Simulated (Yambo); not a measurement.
Yambo run on Ca$_{3}$CdO$_{4}$ (space group Cmmm, No. 65). The wavefunctions come from this Quantum ESPRESSO step (PBEsol, PseudoDojo standard norm-conserving files, scalar-relativistic):

```
&CONTROL
  calculation = 'nscf'
  pseudo_dir = './pseudo'
  outdir = './out'
/
&SYSTEM
  ibrav = 0
  nat = 8
  ntyp = 3
  ecutwfc = 102.0
  ecutrho = 408.0
  occupations = 'fixed'
  force_symmorphic = .true.
  nbnd = 176
/
&ELECTRONS
  conv_thr = 8e-09
  diago_full_acc = .true.
  diago_thr_init = 1e-08
/
ATOMIC_SPECIES
O 15.9990 O.upf
Ca 40.0780 Ca.upf
Cd 112.4140 Cd.upf
CELL_PARAMETERS angstrom
  3.367200000000  -4.779205000000   0.000000000000
  3.367200000000   4.779205000000   0.000000000000
  0.000000000000   0.000000000000   3.392310000000
ATOMIC_POSITIONS crystal
O   0.252600000000   0.747400000000   0.000000000000
O   0.747400000000   0.252600000000   0.000000000000
O   0.252710000000   0.252710000000   0.500000000000
O   0.747290000000   0.747290000000   0.500000000000
Ca   0.500000000000   0.500000000000   0.000000000000
Ca   0.500000000000   0.000000000000   0.500000000000
Ca   0.000000000000   0.500000000000   0.500000000000
Cd   0.000000000000   0.000000000000   0.000000000000
K_POINTS automatic
2 2 4 0 0 0
```

Yambo input:

```
rim_cut
gw0
dyson
el_el_corr
HF_and_locXC
ppa
em1d
RandQpts= 1000000
RandGvec= 1 Ry
EXXRLvcs= 102 Ry
VXCRLvcs= 408 Ry
Chimod= "HARTREE"
% BndsRnXp
 5 | 175 |
%
NGsBlkXp= 7 Ry
% LongDrXp
 1.0 | 1.0 | 1.0 |
%
PPAPntXp= 27.2114 eV
% GbndRnge
 1 | 175 |
%
GTermKind= "BG"
DysSolver= "n"
ExtendOut
% QPkrange
 1 | 1 | 37 | 38 |
 3 | 3 | 37 | 38 |
 4 | 4 | 37 | 38 |
 6 | 6 | 37 | 38 |
 7 | 7 | 37 | 38 |
 9 | 9 | 37 | 38 |
%
```

k points by index: 1 = Γ, 3 = (0, 0, -0.5), 4 = (0, -0.5, 0), 6 = (0, -0.5, -0.5), 7 = (-0.5, -0.5, 0), 9 = (-0.5, -0.5, -0.5).

Table of the .qp output:

```
#    K-point    Band    Eo [eV]    E [eV]    E-Eo [eV]    Vxc [eV]    Vnlxc [eV]    Sc|Eo [eV]    Sc|E [eV]    dSc/dw|Eo [eV]    Re(Z)    Im(Z)
#
    1    37    -0.201223    -0.964679    -0.763456    -19.20152    -24.55033    4.379658    4.585356    -7.330370    0.787780    -0.001281
    1    38    2.578938    3.412892    0.833954    -13.41237    -9.121487    -3.292469    -3.456932    -5.365900    0.835286    -0.933655E-3
    3    37    -0.431470    -1.117950    -0.686480    -19.88081    -24.89152    4.140943    4.324222    -7.263717    0.789303    -0.001287
    3    38    5.286729    6.730942    1.444214    -15.89087    -10.47838    -3.672454    -3.968275    -5.574132    0.829969    0.003243
    4    37    0.000000    -0.708278    -0.708278    -20.14563    -25.13455    4.094385    4.280644    -7.154798    0.791805    -0.001201
    4    38    4.140915    5.265842    1.124927    -16.14708    -11.75885    -3.015527    -3.263304    -5.993490    0.819500    -0.270048E-3
    6    37    -0.078279    -0.820777    -0.742498    -20.08687    -25.09340    4.070150    4.264027    -7.104254    0.792971    -0.001186
    6    38    5.096098    6.558220    1.462122    -13.28200    -7.386057    -4.150153    -4.433816    -5.278763    0.837526    -0.001196
    7    37    -0.240065    -1.059864    -0.819800    -19.35640    -24.84253    4.447196    4.666328    -7.272429    0.789104    -0.001285
    7    38    3.743099    4.943909    1.200810    -15.60313    -10.94063    -3.212410    -3.461689    -5.648736    0.828097    -0.389438E-3
    9    37    -0.471057    -1.196725    -0.725668    -19.75768    -24.70851    4.036157    4.225159    -7.086237    0.793388    -0.001121
    9    38    4.396422    5.775554    1.379133    -12.80448    -7.052228    -4.117828    -4.373120    -5.036744    0.843812    -0.950792E-3
```
(The two width columns are left out.) Convergence of these settings isn't established.

Spin-orbit coupling is not included.

Geometry of the Materials Project entry, not relaxed at this level.

The structure is a Materials Project entry; no match was found in the copy of COD used, and its stability was not checked.
